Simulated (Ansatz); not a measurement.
HfTe2:
```
HfTe2
1.0
    1.91621     1.10632     6.82793
   -1.91621     1.10632     6.82793
    0.00000    -2.21265     6.82793
Hf Te
1 2
Direct
  0.00000   0.00000   0.00000
  0.24649   0.24649   0.24649
  0.75351   0.75351   0.75351
```

Relaxed with LDA. Special points in fractions of this cell's reciprocal vectors: Γ (0.000, 0.000, 0.000); T (0.500, 0.500, 0.500); H2 (0.816, 0.184, 0.500); H0 (0.500, -0.184, 0.184); L (0.500, 0.000, 0.000); S0 (0.342, -0.342, 0.000); S2 (0.658, 0.000, 0.342); F (0.500, 0.000, 0.500).

Task: List the band energies nearest the Fermi level at these points for the program Ansatz at the LDA level (PAW).

Result: In eV from the Fermi level; about four levels below and three above (degenerate sets whole), none deeper than 8.9 eV; points with the same levels are listed once.

```
k                     below                above
--  -----------------------  -------------------
Γ   -5.46 -1.94 -1.94 -0.01       0.70 0.77 0.77
T   -4.03 -2.68 -1.87 -1.87  0.53 0.53 1.04 1.04
H2  -3.55 -3.10 -2.16 -1.83       1.66 1.67 2.47
L   -3.29 -2.27 -1.94 -0.67       0.04 2.76 2.94
S0  -3.68 -3.05 -2.23 -1.85       1.56 1.92 2.36
F   -2.06 -1.70 -1.07 -0.36       2.77 2.80 3.04
```

Space group R-3m. The cell is a constructed one: a structure type filled with these elements; neither database checked (COD, Materials Project) lists it. Its standing as an ambient phase is unchecked. The cell was relaxed with LDA under the symmetry of its start; its stability against distortions is not shown here. The run is not spin-polarised. A crystal of weakly bound layers computed without a dispersion correction: the cell and the soft elastic constants depend strongly on that. Scalar-relativistic: spin–orbit coupling is off unless named, which matters more the heavier the elements.

Potentials: the later of the program's two PAW sets.
